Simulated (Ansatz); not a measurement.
Si2Ru in space group P4_2/mnm (No. 136; Ru on 2a, Si on 4f), the program Ansatz at the r²SCAN level (PAW). The conduction-band minimum lies on the Γ–Z line, 62 % of the way from Γ, with 2 equivalent valleys. Second derivatives d²E/dk² of the lowest band at one valley (eV·Å²), along Cartesian directions:

| direction | d²E/dk² |
|---|---|
| [100] | 13.99 |
| [010] | 13.99 |
| [001] | 22.65 |
| [110] | 13.97 |
| [101] | 18.32 |
| [011] | 18.32 |

**Question.** Find the principal effective masses, the density-of-states mass and the conductivity mass.

**Answer.** Off-diagonal terms follow from H_xy = H[110] − (H_xx + H_yy)/2, and m*/mₑ = 7.620 eV·Å² over each eigenvalue: 0.34, 0.54, 0.55. One valley's DOS mass (m₁m₂m₃)^(1/3) = 0.46, conductivity mass 3/(Σ 1/mᵢ) = 0.45 mₑ.

**Question.** What effective density of states Nc follows at 300 K for parabolic valleys?

**Answer.** Nc = 2.509e19 × 2 × (0.46)^(3/2) ≈ 1.6e19 cm⁻³.

The start of the workflow was typed in or built on a structure type; neither database checked (COD, Materials Project) lists it. Its standing as an ambient phase is unchecked. The cell was relaxed with r²SCAN under the symmetry of its start; its stability against distortions is not shown here. The run is not spin-polarised. The volume moved by 20 % from the start of the relaxation. Spin–orbit coupling is left out wherever it is not named.

Potentials: the earlier of the program's two PAW sets.

Edges and masses are those of Kohn–Sham bands, whose gap is no quasiparticle gap.
